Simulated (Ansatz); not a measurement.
Relaxed-ion elastic tensor of SiNi3 (Cu3Au type, space group No. 221) in GPa (Voigt order), the program Ansatz at the PBE level (PAW); density 7.87 g/cm³, 10.78 Å³ per atom.

|  | 1 | 2 | 3 | 4 | 5 | 6 |
|---|---|---|---|---|---|---|
| 1 | 322 | 160 | 160 | 0.0 | 0.0 | 0.0 |
| 2 | 160 | 322 | 160 | 0.0 | 0.0 | 0.0 |
| 3 | 160 | 160 | 322 | 0.0 | 0.0 | 0.0 |
| 4 | 0.0 | 0.0 | 0.0 | 130 | 0.0 | 0.0 |
| 5 | 0.0 | 0.0 | 0.0 | 0.0 | 130 | 0.0 |
| 6 | 0.0 | 0.0 | 0.0 | 0.0 | 0.0 | 130 |

Task: Is the crystal mechanically stable?

Result: Yes: the smallest eigenvalue of C is 130 GPa.

Task: Work out the Voigt, Reuss and Hill averages.

Result: K_V = 214, K_R = 214, K_H = 214; G_V = 111, G_R = 105, G_H = 108 GPa.

Task: Give Young's modulus, Poisson's ratio, Pugh's ratio and the universal anisotropy index.

Result: E = 9KG/(3K + G) = 277 GPa; ν = 0.28; K/G = 1.99 (ductile by the Pugh limit of 1.75); A_U = 5G_V/G_R + K_V/K_R − 6 = 0.27.

Task: Estimate the sound speeds and the Debye temperature.

Result: v_l = √((K + 4G/3)/ρ) = 6740 m/s, v_t = √(G/ρ) = 3700 m/s, mean 4120 m/s; Θ = (h/k)(3n/4πV)^(1/3) v_m = 556 K.

Task: Give the Zener ratio and Young's modulus along [100], [110] and [111].

Result: A = 2C44/(C11 − C12) = 1.61; 1/E = S11 − 2(S11 − S12 − S44/2)Γ with Γ = 0, 1/4, 1/3 gives 216, 288, 325 GPa.

Task: Solve the Christoffel equation for the three sound speeds along [100], [110], [111].

Result: Eigenvalues of C_ijkl n_j n_l equal ρv². In km/s, slowest first: [100] 4.07, 4.07, 6.40; [110] 3.21, 4.07, 6.87; [111] 3.52, 3.52, 7.02.

Space group Pm-3m (Cu3Au type). The PBE relaxation kept the symmetry of its start; of distortions, only those at the zone centre were tested. The workflow began spin-polarised and lost its moments. As this level gives no gap, shear constants depend on the k-mesh and smearing (Fermi–Dirac, 0.1 eV here).

Potentials: the later of the program's two PAW sets.
